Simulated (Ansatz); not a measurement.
## Notes on LuGe2Os3

```xyz
6
Lattice="5.9868 0.0000 0.0000 -2.9934 5.1847 0.0000 0.0000 0.0000 3.3627" Properties=species:S:1:pos:R:3 pbc="T T T"
Ge   -0.0003    3.4566    0.0000
Ge    2.9931    1.7281    0.0000
Os    2.9934    0.0000    1.6813
Os    1.4967    2.5923    1.6813
Os   -1.4967    2.5923    1.6813
Lu    0.0000    0.0000    0.0000
```

The numbers come from plane-wave PAW DFT (Ansatz): r2SCAN, no spin polarisation, 500 eV, 7×7×10 Γ-centred k points, fermi-dirac occupations (width 0.1052 eV). Nothing was relaxed.

(1) What happens at the Fermi level?

(2) Describe some of the short contacts.

(3) Which element gives electrons and which takes them?

(4) What is the formation energy?

(5) What does the stress say?

Origin: a known structure type with other elements, at an estimated volume, so it need not be a known compound.

## Answers

(1) It is a metal, with about 3.7 states/eV a cell as the mean within 0.25 eV of the Fermi level, mostly Os d (77 %).

(2) Ge–Os at 2.41 Å: least valence density 0.56 e/Å³ and ELF 0.43 there. Lu–Lu at 3.36 Å: least valence density 0.08 e/Å³ and ELF 0.06 there. Lu–Os at 3.43 Å: least valence density 0.13 e/Å³ and ELF 0.18 there. These are pseudo-fields; inside the PAW spheres they differ from the all-electron ones.

(3) Bader charges in e: Lu +1.80, Ge +0.25, Os -0.77. In the mean Lu gives up most and Os takes most.

(4) 0.15 eV an atom against the elements' usual phases (free molecules for gases, crystals otherwise, with no correction for O₂ or N₂), so at this geometry it isn't bound against them. Relaxing would lower it.

(5) The pressure is 0.2 GPa (compression positive), so with the atoms held at these fractions the cell is close to zero pressure. The principal stresses -5.0, -5.0, 10.5 GPa differ, so its shape would change too.
